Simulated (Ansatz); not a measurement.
Given:

RhI3:
```xyz
8
Lattice="3.4341 5.9465 0.0000 -3.4341 5.9465 0.0000 -2.0971 0.0000 6.7988" Properties=species:S:1:pos:R:3 pbc="T T T"
Rh     0.0000     1.9824     0.0000
Rh     0.0000     9.9106     0.0000
I      1.2212     3.8295     1.5059
I     -3.3183     8.0634     5.2929
I     -3.3183     3.8295     5.2929
I      1.2212     8.0634     1.5059
I     -2.4473     5.9465     1.5152
I      0.3501     5.9465     5.2836
```

This is the r²SCAN-relaxed structure. Cartesian axes are those of the cell as given.

**Question.** All from the program Ansatz at the r²SCAN level (PAW), unless another level is named. Give the formation energy from the elements (no fitted shifts).

**Answer.** -36 kJ/mol of atoms.

**Question.** Predict the smallest direct gap on the standard path.

**Answer.** 1.36 eV.

**Question.** Next, the conduction-band minimum?

**Answer.** off the standard path, at k = (0.417, -0.417, -0.370).

**Question.** What about the valence-band maximum?

**Answer.** at Y (k = 0.500, 0.500, 0.000).

Space group C2/m. The workflow started from a Materials Project entry (that database holds measured and hypothetical structures alike); the Crystallography Open Database copy checked does not list it. Its standing as an ambient phase is unchecked. The r²SCAN relaxation kept the symmetry of its start; whether a distortion lowers the energy is not shown. No spin polarisation was allowed. A crystal of weakly bound layers computed without a dispersion correction: the cell and the soft elastic constants depend strongly on that. The references are the lowest solids computed at this level, not always the standard phases. Spin–orbit coupling is left out wherever it is not named.

Potentials: the later of the program's two PAW sets.
